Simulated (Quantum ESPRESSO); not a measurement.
## Al2MgF8 (input and log of a self-consistent run)

A calculation, not a measurement. The program is pw.x of Quantum ESPRESSO 7.5 (plane-wave density functional theory). The cell is made up: 11 atoms on a rutile lattice with one site empty, with randomly drawn elements, strain and displacements, not relaxed. PseudoDojo standard norm-conserving files (v0.5 for PBE, v0.4.1 for LDA and PBEsol) set the functional; there is no spin polarisation, spin-orbit coupling or dispersion term, and the masses in the input are unused placeholders.

Input:

```
&control calculation='scf', pseudo_dir='./dojo.nc.sr.pbe.v0_5.standard.upf', outdir='./o', disk_io='medium', tprnfor=.true., tstress=.true. /
&system ibrav=0, nat=11, ntyp=3, nbnd=42, ecutwfc=84.00895049, nosym=.true., tot_charge=0,
 occupations='smearing', smearing='fd', degauss=0.0018374661
/
&electrons conv_thr=7.350e-09, electron_maxstep=60, /
ATOMIC_SPECIES
Al 1.0 Al.upf
F 1.0 F.upf
Mg 1.0 Mg.upf
CELL_PARAMETERS angstrom
4.7576 0.0099 0.0211
0.0099 4.6379 0.0397
0.0279 0.0526 6.2512
ATOMIC_POSITIONS angstrom
Al 2.4983 2.3598 1.6439
Al -0.0527 -0.0805 2.9166
Mg 2.4268 2.491 4.7711
F 1.5373 1.3528 0.0494
F 3.1132 3.1906 -0.1455
F 3.8561 1.0412 1.6576
F 0.7979 3.8081 1.6601
F 1.4214 1.5668 3.1421
F 3.3453 3.092 3.159
F 3.8543 1.0516 4.7914
F 0.9538 3.7917 4.6286
K_POINTS automatic
5 5 4 1 1 1
```

The log is shortened where brackets say so; the opening notice, blank lines, dates and the lines on written files are dropped, and the path of the files is cut. It prints rydbergs, bohrs and kilobars, and counts compression as positive stress. With no partly filled state, the Fermi energy that it prints is only some level between the filled and the empty states on the mesh, and need not lie in the true gap.

```
     Program PWSCF v.7.5
     Parallel version (MPI & OpenMP), running on       1 processor cores
     Number of MPI processes:                 1
     Threads/MPI process:                     1
     [start-up lines left out]
     bravais-lattice index     =            0
     lattice parameter (alat)  =       8.9907  a.u.
     unit-cell volume          =     930.7382 (a.u.)^3
     number of atoms/cell      =           11
     number of atomic types    =            3
     number of electrons       =        72.00
     number of Kohn-Sham states=           42
     kinetic-energy cutoff     =      84.0090  Ry
     charge density cutoff     =     336.0358  Ry
     scf convergence threshold =      7.3E-09
     mixing beta               =       0.7000
     number of iterations used =            8  plain     mixing
     Exchange-correlation= PBE
                           (   1   4   3   4   0   0   0)
     [axes and pseudopotential details left out]
   Cartesian axes
     site n.     atom                  positions (alat units)
         1        Al     tau(   1) = (   0.5251114   0.4960004   0.3455272  )
         2        Al     tau(   2) = (  -0.0110769  -0.0169201   0.6130328  )
         3        Mg     tau(   3) = (   0.5100830   0.5235770   1.0028255  )
         4        F      tau(   4) = (   0.3231212   0.2843416   0.0103833  )
         5        F      tau(   5) = (   0.6543557   0.6706242  -0.0305823  )
         6        F      tau(   6) = (   0.8105040   0.2188472   0.3484068  )
         7        F      tau(   7) = (   0.1677086   0.8004150   0.3489323  )
         8        F      tau(   8) = (   0.2987605   0.3293218   0.6604301  )
         9        F      tau(   9) = (   0.7031402   0.6498997   0.6639823  )
        10        F      tau(  10) = (   0.8101256   0.2210332   1.0070923  )
        11        F      tau(  11) = (   0.2004768   0.7969679   0.9728738  )
     number of k points=    50  Fermi-Dirac smearing, width (Ry)=  0.0018
                       cart. coord. in units 2pi/alat
        k(    1) = (   0.0993737   0.1015668   0.0938367), wk =   0.0400000
        k(    2) = (   0.0985331   0.0999397   0.2841239), wk =   0.0400000
     [further k points left out]
     Dense  grid:    96933 G-vectors     FFT dimensions: (  54,  54,  72)
     Estimated max dynamical RAM per process >     131.58 MB
     Initial potential from superposition of free atoms
     starting charge      71.9943, renormalised to      72.0000
     Starting wfcs are   45 randomized atomic wfcs
     total cpu time spent up to now is       14.5 secs
     per-process dynamical memory:    84.9 Mb
     Self-consistent Calculation
     iteration #  1     ecut=    84.01 Ry     beta= 0.70
     Davidson diagonalization with overlap
     ethr =  1.00E-02,  avg # of iterations =  3.0
     total cpu time spent up to now is       48.4 secs
     total energy              =    -522.91233245 Ry
     estimated scf accuracy    <       1.61154102 Ry
     iteration #  2     ecut=    84.01 Ry     beta= 0.70
     Davidson diagonalization with overlap
     ethr =  2.24E-03,  avg # of iterations =  3.1
     total cpu time spent up to now is       82.6 secs
     total energy              =    -523.21931091 Ry
     estimated scf accuracy    <       1.72466842 Ry
     iteration #  3     ecut=    84.01 Ry     beta= 0.70
     Davidson diagonalization with overlap
     ethr =  2.24E-03,  avg # of iterations =  2.0
     total cpu time spent up to now is      112.9 secs
     total energy              =    -523.59120181 Ry
     estimated scf accuracy    <       0.08138107 Ry
     iteration #  4     ecut=    84.01 Ry     beta= 0.70
     Davidson diagonalization with overlap
     ethr =  1.13E-04,  avg # of iterations =  2.6
     total cpu time spent up to now is      144.4 secs
     total energy              =    -523.60555748 Ry
     estimated scf accuracy    <       0.00804209 Ry
     iteration #  5     ecut=    84.01 Ry     beta= 0.70
     Davidson diagonalization with overlap
     ethr =  1.12E-05,  avg # of iterations =  7.3
     total cpu time spent up to now is      185.5 secs
     total energy              =    -523.60670049 Ry
     estimated scf accuracy    <       0.00107138 Ry
     iteration #  6     ecut=    84.01 Ry     beta= 0.70
     Davidson diagonalization with overlap
     ethr =  1.49E-06,  avg # of iterations =  3.0
     total cpu time spent up to now is      221.9 secs
     total energy              =    -523.60680563 Ry
     estimated scf accuracy    <       0.00010105 Ry
     iteration #  7     ecut=    84.01 Ry     beta= 0.70
     Davidson diagonalization with overlap
     ethr =  1.40E-07,  avg # of iterations =  2.0
     total cpu time spent up to now is      262.4 secs
     total energy              =    -523.60683378 Ry
     estimated scf accuracy    <       0.00000977 Ry
     iteration #  8     ecut=    84.01 Ry     beta= 0.70
     Davidson diagonalization with overlap
     ethr =  1.36E-08,  avg # of iterations =  2.0
     total cpu time spent up to now is      299.2 secs
     total energy              =    -523.60683520 Ry
     estimated scf accuracy    <       0.00000161 Ry
     iteration #  9     ecut=    84.01 Ry     beta= 0.70
     Davidson diagonalization with overlap
     ethr =  2.24E-09,  avg # of iterations =  2.0
     total cpu time spent up to now is      349.7 secs
     total energy              =    -523.60683548 Ry
     estimated scf accuracy    <       0.00000014 Ry
     iteration # 10     ecut=    84.01 Ry     beta= 0.70
     Davidson diagonalization with overlap
     ethr =  1.95E-10,  avg # of iterations =  2.0
     total cpu time spent up to now is      396.1 secs
     total energy              =    -523.60683551 Ry
     estimated scf accuracy    <       0.00000003 Ry
     iteration # 11     ecut=    84.01 Ry     beta= 0.70
     Davidson diagonalization with overlap
     ethr =  4.19E-11,  avg # of iterations =  2.0
     total cpu time spent up to now is      437.9 secs
     End of self-consistent calculation
          k = 0.0994 0.1016 0.0938 ( 12089 PWs)   bands (ev):
   -69.7801 -36.6512 -36.6196 -36.5155 -22.8564 -21.4338 -21.0151 -20.6820
   -18.9491 -18.3250 -17.5075 -17.2912  -6.1230  -4.9740  -4.5976  -3.9828
    -3.4048  -3.1727  -2.8332  -2.5443  -2.4348  -1.9767  -1.8354  -1.5826
    -1.3575  -1.1740  -0.5769  -0.1867   0.2198   0.3521   0.6240   0.8624
     1.1512   1.3853   1.5483   1.8593   5.1838   7.9126   9.7166  10.5301
    11.4237  11.9028
     [levels at the other k points left out]
     the Fermi energy is     3.4169 ev
!    total energy              =    -523.60683551 Ry
     estimated scf accuracy    <          8.7E-10 Ry
     smearing contrib. (-TS)   =       0.00000000 Ry
     internal energy E=F+TS    =    -523.60683551 Ry
     The total energy is F=E-TS. E is the sum of the following terms:
     one-electron contribution =    -310.27090031 Ry
     hartree contribution      =     189.93297573 Ry
     xc contribution           =    -108.91964565 Ry
     ewald contribution        =    -294.34926528 Ry
     convergence has been achieved in  11 iterations
     Forces acting on atoms (cartesian axes, Ry/au):
     atom    1 type  1   force =    -0.05606699   -0.06235622   -0.13807954
     atom    2 type  1   force =     0.02493646    0.05777799    0.14173520
     atom    3 type  3   force =    -0.08320598   -0.10908739   -0.02552396
     atom    4 type  2   force =     0.03344309    0.04940257    0.09133696
     atom    5 type  2   force =     0.05604541    0.05964088    0.22512505
     atom    6 type  2   force =    -0.02578303   -0.00246420    0.05595261
     atom    7 type  2   force =     0.04579962   -0.03831007    0.02294101
     atom    8 type  2   force =     0.01183164   -0.01533831   -0.06975645
     atom    9 type  2   force =     0.02466104    0.06775415   -0.08260202
     atom   10 type  2   force =     0.00500183   -0.03168569   -0.11029912
     atom   11 type  2   force =    -0.03666308    0.02466628   -0.11082974
     Total force =     0.437595     Total SCF correction =     0.000062
     Computing stress (Cartesian axis) and pressure
          total   stress  (Ry/bohr**3)                   (kbar)     P=      -94.54
  -0.00038541   0.00024183   0.00001090          -56.70       35.57        1.60
   0.00024183  -0.00033869   0.00023213           35.57      -49.82       34.15
   0.00001090   0.00023213  -0.00120383            1.60       34.15     -177.09
     init_run     :     13.43s CPU     14.42s WALL (       1 calls)
     electrons    :    403.92s CPU    423.44s WALL (       1 calls)
     forces       :     11.13s CPU     11.29s WALL (       1 calls)
     stress       :     42.07s CPU     42.49s WALL (       1 calls)
     [timing details left out]
     PWSCF        :   7m51.04s CPU   8m12.86s WALL
     JOB DONE.
```

In other units: free energy -7124.034 eV for the cell, pressure -9.45 GPa, largest force component 5.788 eV/Å. A rerun of the same cell at another strain at 1437 eV and a 7 x 7 x 6 mesh moved values by no more than 0.004 eV in energy, 0.02 GPa in stress and 0.003 eV/Å in force.